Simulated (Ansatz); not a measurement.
Molecular dynamics on a 2×2×2 supercell (16 atoms) of KCl (Fm-3m), relaxed with r2SCAN. Forces come from r2SCAN in Ansatz: Langevin thermostat and barostat (NPT), 1700 K, steps of 1 fs. Classical nuclei, no spin polarisation; a few dozen steps show the first response, not equilibrium.

```yaml
crystal:
  lattice:
    - [0.0, 6.2896942639, 6.2896942639]
    - [6.2896942639, 0.0, 6.2896942639]
    - [6.2896942639, 6.2896942639, 0.0]
  atoms:
    - { symbol: K, position: [0.0, 0.0, 0.0] }
    - { symbol: Cl, position: [0.25, 0.25, 0.25] }
    - { symbol: K, position: [0.0, 0.0, 0.5] }
    - { symbol: Cl, position: [0.25, 0.25, 0.75] }
    - { symbol: K, position: [0.0, 0.5, 0.0] }
    - { symbol: Cl, position: [0.25, 0.75, 0.25] }
    - { symbol: K, position: [0.0, 0.5, 0.5] }
    - { symbol: Cl, position: [0.25, 0.75, 0.75] }
    - { symbol: K, position: [0.5, 0.0, 0.0] }
    - { symbol: Cl, position: [0.75, 0.25, 0.25] }
    - { symbol: K, position: [0.5, 0.0, 0.5] }
    - { symbol: Cl, position: [0.75, 0.25, 0.75] }
    - { symbol: K, position: [0.5, 0.5, 0.0] }
    - { symbol: Cl, position: [0.75, 0.75, 0.25] }
    - { symbol: K, position: [0.5, 0.5, 0.5] }
    - { symbol: Cl, position: [0.75, 0.75, 0.75] }
kpoints:
  mp_grid: { grid: [2, 2, 2] }
hamiltonian:
  xc: r2scan
scf:
  occupations: { method: fermi_dirac, width: 0.146 }
md:
  ensemble: npt_langevin
  temperature: 1700
  timestep: 1.0
  n_steps: 30
  initial_velocities: maxwell_boltzmann
  seed: 8981
```

Command: `ansatz run input.yaml --threads 4 --pin off --max-ram 3686MiB --backend cpu --events-out ev --progress --plain --runs-dir out`. It ended after 7.7 min on 4 threads of Arm Neoverse V1 (shared host); peak host memory 2.9 GiB.

```csv
step,t (fs),T (K),free energy F from step 0 (meV/atom),kinetic energy (meV/atom),pressure (GPa),volume (Å³/atom),largest force (eV/Å)
0,0,1594,0.0,206.0,0.74,31.10,0.00
1,1,1662,0.1,214.9,0.77,31.10,0.04
2,2,1586,0.5,205.0,0.75,31.10,0.07
3,3,1511,1.1,195.3,0.73,31.10,0.11
4,4,1493,1.9,193.0,0.73,31.09,0.14
5,5,1562,2.9,201.9,0.78,31.10,0.17
6,6,1551,4.2,200.5,0.79,31.10,0.21
7,7,1515,5.6,195.8,0.80,31.10,0.26
8,8,1515,7.3,195.8,0.82,31.11,0.30
9,9,1406,9.2,181.8,0.80,31.11,0.34
10,10,1496,11.3,193.4,0.87,31.12,0.38
11,11,1503,13.6,194.3,0.90,31.14,0.42
12,12,1576,16.1,203.7,0.97,31.16,0.46
13,13,1577,18.9,203.9,1.00,31.18,0.51
14,14,1505,21.8,194.6,0.99,31.21,0.55
15,15,1522,24.9,196.7,1.02,31.25,0.60
16,16,1662,28.3,214.8,1.12,31.29,0.66
17,17,1594,32.0,206.1,1.13,31.32,0.72
18,18,1510,35.9,195.2,1.13,31.35,0.78
19,19,1493,39.8,192.9,1.17,31.39,0.84
20,20,1422,43.9,183.9,1.18,31.43,0.90
21,21,1510,48.2,195.1,1.25,31.48,0.96
22,22,1471,52.8,190.1,1.27,31.53,1.03
23,23,1432,57.4,185.1,1.28,31.60,1.09
24,24,1398,62.2,180.7,1.30,31.66,1.17
25,25,1319,67.0,170.5,1.31,31.72,1.24
26,26,1284,71.8,166.0,1.33,31.79,1.31
27,27,1387,76.7,179.3,1.40,31.86,1.38
```

The temperature starts at 1594 K, is lowest at step 26 (1284 K, 26 fs) and ends at 1387 K. The job's limit cut the run after 27 of 30 steps.

Positions (Å) and forces (eV/Å) at step 27:
```
cell (Å): 0.000 6.340 6.340; 6.340 0.000 6.340; 6.340 6.340 0.000
K   -0.055   0.169  -0.206     0.039  -0.449   0.718
Cl   3.097   3.436   3.376     0.119  -0.778  -0.377
K    3.289   3.144   0.020    -0.145   0.027   0.054
Cl   6.313   6.600   3.110     0.009  -0.595  -0.074
K    3.053  -0.372   3.274    -0.116   0.936  -0.285
Cl   6.385   2.997   6.127     0.015   0.631   0.058
K    6.208   3.187   2.978     0.051   0.034   0.299
Cl   9.307   6.410   6.206     0.436  -0.186   0.333
K   -0.137   3.226   3.195     1.111  -0.523  -0.069
Cl   3.226   6.442   6.287    -0.061  -0.209   0.240
K    3.167   6.201   3.225     0.084   0.810  -0.094
Cl   6.424   9.234   6.324    -0.185   0.308   0.110
K    3.096   3.170   6.360     0.198   0.051   0.040
Cl   6.290   6.049   9.696    -0.004   0.697  -0.592
K    6.409   6.193   6.576    -0.351  -0.070  -0.281
Cl   9.844   9.571   9.546    -1.200  -0.685  -0.082
```
